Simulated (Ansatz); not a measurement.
Relaxed MgO (rock salt):

```xyz
2
Lattice="0.0000 2.1022 2.1022 2.1022 0.0000 2.1022 2.1022 2.1022 0.0000" Properties=species:S:1:pos:R:3 pbc="T T T"
O      0.0000     0.0000     0.0000
Mg     2.1022     2.1022     2.1022
```

Method: r2SCAN (plane waves to 500 eV, PAW, scalar-relativistic; Ansatz, a quantum-chemistry and plane-wave program). k mesh 11×11×11 (Γ-centred), Fermi-Dirac smearing 0.05 eV. MgO was relaxed with its symmetry unable to fall.

One atom of the cell was then moved (with its periodic images), all else fixed, and the forces (eV/Å) came out as:

```csv
atom,Fx,Fy,Fz
O1,-1.092,-1.092,0.000
Mg2,1.092,1.092,0.000
```

With two atoms only their relative shift counts; take Mg2 as fixed.

### Question
Which atom was moved, and by which vector (Å)?

### Answer
O1, by (0.18, 0.18, 0.00), 0.25 Å in all.

(A displaced cell: forces are minus the slopes of the energy, force constants its curvatures, and phonons follow from these.)
